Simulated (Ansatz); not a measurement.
Given:

Starting cell, La2O3 (A-La2O3 type, space group P-3m1):

```xyz
5
Lattice="3.9404 0.0000 0.0000 -1.9702 3.4125 0.0000 0.0000 0.0000 6.1883" Properties=species:S:1:pos:R:3 pbc="T T T"
La     0.0000     2.2750     1.5309
La     1.9702     1.1375     4.6574
O      0.0000     0.0000     0.0000
O      0.0000     2.2750     3.9933
O      1.9702     1.1375     2.1950
```

In this cell atom 1 (La, nearest neighbour O at 2.370 Å; its periodic images, 3.9 Å or more away, move with it) is moved by s towards the nearest neighbour, unit vector (-0.831, -0.480, 0.280); all other atoms and the cell stay fixed.

Calculation: PBE (plane waves to 420 eV, PAW, scalar-relativistic; Ansatz, a quantum-chemistry and plane-wave program). k mesh 8×8×5 (Γ-centred), Fermi-Dirac smearing 0.05 eV. Energies are smeared free energies. Left out: 2 of 11 points, with atoms too close for the PAW data. La2O3 is run without spin polarisation. La2O3 was relaxed with its symmetry unable to fall. The PAW data are Ansatz's earlier set. ΔE is measured from the undisplaced structure.

The scan covers s from -0.470 to 0.282 Å in 9 points.

**Question.** Is the energy the same for displacements of ±0.282 Å, and if not, which side lies higher?

**Answer.** Not even: the positive side lies higher at ±0.282 Å. With its periodic images moving along, the atom's site symmetry in this cell is 3m..

**Question.** What force acts on the atom along the line at s = -0.470 Å?

**Answer.** 2.14 eV/Å.

**Question.** What is the energy change at s = 0.282 Å?

**Answer.** 323 meV/cell.

**Question.** What is the force constant k = d²E/ds² of this move at s = 0?

**Answer.** 5.94 eV/Å².

(A displaced cell: forces are minus the slopes of the energy, force constants its curvatures, and phonons follow from these.)
